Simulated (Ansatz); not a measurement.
Relaxed-ion elastic tensor of AlRu₂C in space group P6_3/mmc (No. 194; Al on 2d, Ru on 4f, C on 2a) in GPa (Voigt order), PBEsol in the plane-wave PAW code Ansatz; density 8.46 g/cm³, 11.83 Å³ per atom.

```
 307   150   197   0.0   0.0   0.0
 150   307   197   0.0   0.0   0.0
 197   197   452   0.0   0.0   0.0
 0.0   0.0   0.0  70.1   0.0   0.0
 0.0   0.0   0.0   0.0  70.1   0.0
 0.0   0.0   0.0   0.0   0.0  78.5
```

Q: Is the crystal mechanically stable?

A: Yes: the smallest eigenvalue of C is 70.1 GPa.

Q: Work out the Voigt, Reuss and Hill averages.

A: K_V = 239, K_R = 225, K_H = 232; G_V = 78.6, G_R = 76.8, G_H = 77.7 GPa.

Q: Give Young's modulus, Poisson's ratio, Pugh's ratio and the universal anisotropy index.

A: E = 9KG/(3K + G) = 210 GPa; ν = 0.35; K/G = 2.99 (ductile by the Pugh limit of 1.75); A_U = 5G_V/G_R + K_V/K_R − 6 = 0.18.

Q: Estimate the sound speeds and the Debye temperature.

A: v_l = √((K + 4G/3)/ρ) = 6300 m/s, v_t = √(G/ρ) = 3030 m/s, mean 3410 m/s; Θ = (h/k)(3n/4πV)^(1/3) v_m = 445 K.

Q: Solve the Christoffel equation for the three sound speeds along x, y, z.

A: Eigenvalues of C_ijkl n_j n_l equal ρv². In km/s, slowest first: x 2.88, 3.05, 6.03; y 2.88, 3.05, 6.03; z 2.88, 2.88, 7.30.

Q: How much does each axis shrink under pressure?

A: Linear compressibilities β_i = Σ_j S_ij (j = 1 to 3): x 2.0, y 2.0, z 0.50 per TPa.

The start of the workflow was typed in or built on a structure type; neither database checked (COD, Materials Project) lists it. Whether it is the stable phase at ambient conditions was not checked. Symmetry was held in the PBEsol relaxation; whether a distortion lowers the energy is not shown. The run is not spin-polarised. As this level gives no gap, shear constants depend on the k-mesh and smearing (Fermi–Dirac, 0.1 eV here). On the denser mesh and wider smearing of the elastic run this cell carries a stress of 0.4 GPa.

Potentials: the earlier of the program's two PAW sets. The files were generated under PBE; for other functionals the program regenerates the frozen cores, and for LDA and PBEsol the local potential too.
